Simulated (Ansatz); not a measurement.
## Zone-centre phonons of SrCd at 8 GPa: input and output

The calculation used DFT LDA, scalar-relativistic, plane waves, PAW (Ansatz 0.2.0).

Launched with:
```bash
ansatz run input.yaml --threads 1 --pin off --max-ram 3072MiB --backend cpu --events-out ev --progress --plain --runs-dir out
```

Input (bare energies are in eV):
```yaml
crystal:
  lattice:
    - [3.6902789721, 0.0, 0.0]
    - [0.0, 3.6902789721, 0.0]
    - [0.0, 0.0, 3.6902789721]
  atoms:
    - { symbol: Sr, position: [0.5, 0.5, 0.5] }
    - { symbol: Cd, position: [0.0, 0.0, 0.0] }
basis:
  ecutwfc: 420
kpoints:
  mp_grid: { grid: [12, 12, 12] }
hamiltonian:
  xc: lda
scf:
  occupations: { method: fermi_dirac, width: 0.15 }
output:
  eigenvalues: true
phonons:
  method: dfpt
  eigenvectors: true
```

The end of the output:
```
--- Phonons (Γ-DFPT): 2 representative perturbations + reference, on 196 of 1728 k-points (Σ response iterations 6) ---
  k mesh reduced under 8 symmetry operations, with k and −k counted as one. Each operation leaves every solved perturbation unchanged. A smaller set is not used because it would not reduce the number of displacements ...
  ASR residual: 5.601e-5 → 0.000e0 eV/Å²; symmetrization residual: 2.276e-6 eV/Å²
  ASR residual per site (eV/Å²): 5.60e-5 3.59e-5
  Γ frequencies (cm⁻¹): 0.00 0.00 0.00 147.05 147.05 147.05
  non-analytic LO–TO correction: not included (Born effective charges unavailable; polar crystals: no LO–TO splitting at Γ)
```

The run took 54 s on 1 thread of Arm Neoverse V1, with other jobs on the host, peak memory 0.74 GiB.

In a metal, frequencies and elastic constants depend on the k mesh and the smearing, soft modes and shear constants most. Other phases may be more stable at this pressure.